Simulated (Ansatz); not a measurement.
Values for one crystal, relaxed and computed with LDA (plane waves, PAW; program Ansatz); other levels are named.

```yaml
volume_per_atom: 6.99 Å³
band_gap: 1.37 eV (indirect)
valence_band_maximum: at T
conduction_band_minimum: on the Γ–T line, 7 % of the way from Γ (2 equivalent valleys)
smallest_direct_gap_on_the_standard_path: 1.72 eV
```

### Question
Pick the material that matches.
(A) B, α-B12
(B) Br, molecular I2 type
(C) S, α-S8
(D) Si, diamond

### Answer
A, B, α-B12

Space group R-3m (α-B12). Symmetry was held in the LDA relaxation.

Potentials: the earlier of the program's two PAW sets. The files were generated under PBE; for other functionals the program regenerates the frozen cores, and for LDA and PBEsol the local potential too.
